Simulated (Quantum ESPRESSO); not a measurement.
Space group Cmmm (No. 65); a = 6.448 Å, b = 10.729 Å, c = 3.848 Å, α = 90.00°, β = 90.00°, γ = 90.00°

```tsv
atom	site	symmetry	x	y	z
O	8p	..m	0.1912	0.1464	0.0000
O	2d	mmm	0.5000	0.5000	0.5000
O	4j	m2m	0.5000	0.1849	0.5000
F	2b	mmm	0.0000	0.5000	0.0000
Ta	2a	mmm	0.0000	0.0000	0.0000
Ta	4i	m2m	0.0000	0.3022	0.0000
```
(The calculation used a cell of 11 atoms; values per cell refer to that cell.)

The geometry is that of Materials Project entry mp-753747, symmetrised and not relaxed again.

### Question
What does PBEsol (Quantum ESPRESSO, PseudoDojo norm-conserving, 84 Ry, scalar-relativistic) give for the electronic structure near the Fermi level?

### Answer
The PBEsol gap is indirect, 2.28 eV, from T to S; the smallest direct gap is 2.94 eV. Without spin-orbit coupling, band edges of such heavy elements can be off by tenths of an eV.

The structure is a Materials Project entry; no match was found in the copy of COD used, and its stability was not checked.

Letters of k points follow the standard setting of the lattice, whose axes may be ordered differently from the printed cell.
